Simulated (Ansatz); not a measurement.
This cell of SiO$_{2}$ (alpha-cristobalite type, space group P4_12_12) is off equilibrium:

```xyz
12
Lattice="4.7469 0.0000 0.0000 0.0000 4.7469 0.0000 0.0000 0.0000 6.6184" Properties=species:S:1:pos:R:3 pbc="T T T"
Si     1.5375     1.5375     3.3092
Si     3.9109     0.8360     1.6546
Si     0.8360     3.9109     4.9638
Si     3.2094     3.2094     0.0000
O      1.0859     0.7301     4.6409
O      3.4594     1.6433     0.3229
O      1.2875     3.1036     3.6321
O      3.6610     4.0168     1.3317
O      4.0168     3.6610     5.2867
O      1.6433     3.4594     6.2955
O      3.1036     1.2875     2.9863
O      0.7301     1.0859     1.9775
```

The numbers are results of PBEsol (plane waves to 420 eV, PAW, scalar-relativistic; Ansatz, a first-principles code), not measurements. k mesh 6×6×4 (Γ-centred), Fermi-Dirac smearing 0.05 eV. The energy includes the smearing's −TS. Compression counts positive. SiO2 was relaxed with its symmetry unable to fall.

Question: What is the stress tensor (GPa)?

Answer: 
```
   3.80     0.00     0.00
   0.00     3.80     0.00
   0.00     0.00     2.49
```
The pressure, a third of the trace, is 3.37 GPa.

Question: It is the relaxed cell scaled evenly to V/V₀ = 0.840, atoms relaxed where free. What is its energy relative to the relaxed cell?

Answer: 20.8 meV/atom.

(A scan under strain: stresses follow from slopes of the energy per volume, elastic moduli from its curvatures.)
